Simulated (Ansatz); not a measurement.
**BRh: computed property card**

BRh (CsCl type, Pm-3m), a = b = c = 2.705 Å, α = β = γ = 90.00°.

Space group Pm-3m (No. 221), CsCl type; conventional cell a = b = c = 2.705 Å, α = β = γ = 90.00°.

Method: the program Ansatz at the PBE level (PAW). The cell and atoms are relaxed at this level. Other levels are named where they apply.

### Cell and energy

- Volume per atom = 9.90 Å³
- Density = 9.54 g/cm³
- Formation energy from the elements (no fitted shifts) = 0.015 eV/atom

### Electronic structure

Electronic character: metallic (no gap)
Density of states at the Fermi level: 0.30 states/eV per atom (mean over ±0.08 eV)
Gap with spin–orbit coupling: none (metallic)

### Mechanics

- Bulk modulus (Birch–Murnaghan fit) = 294 GPa
- Pressure derivative B′ = 4.7

The cell is a constructed one: a structure type filled with these elements; neither database checked (COD, Materials Project) lists it. Whether it is the stable phase at ambient conditions was not checked. The PBE relaxation kept the symmetry of its start; its stability against distortions is not shown here. No spin polarisation was allowed. The references are the lowest solids computed at this level, not always the standard phases. Scalar-relativistic: spin–orbit coupling is off unless named, which matters more the heavier the elements.

Potentials: the earlier of the program's two PAW sets.
